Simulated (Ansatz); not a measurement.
Relaxed-ion elastic tensor of GaPt₃ (Cu3Au type, Pm-3m) in GPa (Voigt order), LDA (plane waves, PAW; program Ansatz); density 18.85 g/cm³, 14.42 Å³ per atom.

```
     1    2    3    4    5    6
-  ---  ---  ---  ---  ---  ---
1  369  213  213  0.0  0.0  0.0
2  213  369  213  0.0  0.0  0.0
3  213  213  369  0.0  0.0  0.0
4  0.0  0.0  0.0  117  0.0  0.0
5  0.0  0.0  0.0  0.0  117  0.0
6  0.0  0.0  0.0  0.0  0.0  117
```

Problem. Is the crystal mechanically stable?

Solution. Yes: the smallest eigenvalue of C is 117 GPa.

Problem. Work out the Voigt, Reuss and Hill averages.

Solution. K_V = 265, K_R = 265, K_H = 265; G_V = 102, G_R = 97.7, G_H = 99.7 GPa.

Problem. Give Young's modulus, Poisson's ratio, Pugh's ratio and the universal anisotropy index.

Solution. E = 9KG/(3K + G) = 266 GPa; ν = 0.33; K/G = 2.66 (ductile by the Pugh limit of 1.75); A_U = 5G_V/G_R + K_V/K_R − 6 = 0.20.

Problem. Estimate the sound speeds and the Debye temperature.

Solution. v_l = √((K + 4G/3)/ρ) = 4600 m/s, v_t = √(G/ρ) = 2300 m/s, mean 2580 m/s; Θ = (h/k)(3n/4πV)^(1/3) v_m = 315 K.

Problem. Give the Zener ratio and Young's modulus along [100], [110] and [111].

Solution. A = 2C44/(C11 − C12) = 1.50; 1/E = S11 − 2(S11 − S12 − S44/2)Γ with Γ = 0, 1/4, 1/3 gives 213, 277, 307 GPa.

The workflow started from a Materials Project entry (that database holds measured and hypothetical structures alike); the Crystallography Open Database copy checked does not list it. COD files the formula under space group No. 127. Whether it is the stable phase at ambient conditions was not checked. Symmetry was held in the LDA relaxation; whether a distortion lowers the energy is not shown. No spin polarisation was allowed. As this level gives no gap, shear constants depend on the k-mesh and smearing (Fermi–Dirac, 0.1 eV here). Scalar-relativistic: spin–orbit coupling is off unless named, which matters more the heavier the elements.

Potentials: the later of the program's two PAW sets.
